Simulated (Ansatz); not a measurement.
MgO (rock salt)

```
MgO
1.0
    0.00000     4.20438     4.20438
    2.10219     0.00000     2.10219
    2.10219     2.10219     0.00000
O Mg
2 2
Direct
  0.00000   0.00000   0.00000
  0.50000   0.00000   0.00000
  0.25000   0.50000   0.50000
  0.75000   0.50000   0.50000
```

A phonon eigenvector at L = (0.5, 0.0, 0.0) is frozen into this cell: atom i moves by Q times the vector below, so Q is the largest atomic displacement, in Å. The cell is held. It is one choice among 2 degenerate patterns. (q is in reciprocal vectors of the primitive cell; the cell shown is doubled to hold the pattern.)

```csv
atom,x,y,z
Mg3,-0.285,0.520,-0.805
Mg4,0.285,-0.520,0.805
```

Atoms not listed stay in place.

Computed with r2SCAN (plane waves to 500 eV, PAW, scalar-relativistic; Ansatz, a program for electronic structure). k mesh 13×13×13 (Γ-centred), Fermi-Dirac smearing 0.05 eV. Energies are smeared free energies. MgO was relaxed with its symmetry unable to fall. ΔE is measured from the undisplaced structure.

Question: Predict the ΔE (meV/cell) and −dE/dQ from forces (eV/Å) at Q (Å) = -0.150, -0.030, 0.060, 0.090, 0.150, 0.180.

Answer: 
| Q (Å) | ΔE (meV/cell) | −dE/dQ from forces (eV/Å) |
|---|---|---|
| -0.150 | 157.7 | 2.121 |
| -0.030 | 6.3 | 0.417 |
| 0.060 | 25.0 | -0.836 |
| 0.090 | 56.5 | -1.259 |
| 0.150 | 157.7 | -2.121 |
| 0.180 | 228.0 | -2.564 |

(A displaced cell: forces are minus the slopes of the energy, force constants its curvatures, and phonons follow from these.)
